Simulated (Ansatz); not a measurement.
Starting cell, HfN (rock salt):

```xyz
4
Lattice="0.0000 4.5480 4.5480 2.2740 0.0000 2.2740 2.2740 2.2740 0.0000" Properties=species:S:1:pos:R:3 pbc="T T T"
N      0.0000     0.0000     0.0000
N      0.0000     2.2740     2.2740
Hf     2.2740     2.2740     2.2740
Hf     2.2740     4.5480     4.5480
```

In this cell atom 3 (Hf, nearest neighbour N at 2.274 Å; its periodic images, 3.2 Å or more away, move with it) is moved by s along Cartesian z, unit vector (0.000, 0.000, 1.000); all other atoms and the cell stay fixed.

The numbers are results of PBE (plane waves to 420 eV, PAW, scalar-relativistic; Ansatz, an electronic-structure program), not measurements. k mesh 7×14×14 (Γ-centred), Fermi-Dirac smearing 0.05 eV. The energy includes the smearing's −TS. Left out: 2 of 11 points, with atoms too close for the PAW data. With partly filled bands, energies and forces of such displacements shift with the k mesh and the smearing. HfN is run without spin polarisation. HfN was relaxed with its symmetry unable to fall. Spin-orbit coupling is left out, though Hf is heavy. The PAW data are Ansatz's earlier set. The zero of ΔE is the undisplaced structure. The last digit holds for this mesh only.

| s (Å) | ΔE (meV/cell) |
|---|---|
| -0.360 | 876.6 |
| -0.270 | 442.8 |
| -0.180 | 180.6 |
| -0.090 | withheld |
| 0.000 | 0.0 |
| 0.090 | withheld |
| 0.180 | 180.6 |
| 0.270 | 442.8 |
| 0.360 | 876.6 |

Q: Fit an even polynomial form (powers 2, 4) to the given rows and predict ΔE at s = 0.090.

A: Least squares on the 7 given rows: ΔE = (5183)·s² + (12200)·s⁴, in meV/cell with s in Å; root-mean-square residual 0.10 meV/cell. At 0.090 the fit gives 42.8 meV/cell; the calculation gives 43.0 meV/cell, so the interpolation is off by -0.2 (-0.5 %). The quadratic term alone would give 42.0 meV/cell.

(For displaced atoms, the force is minus the slope of the energy, and its curvature is a force constant, which sets phonon frequencies.)
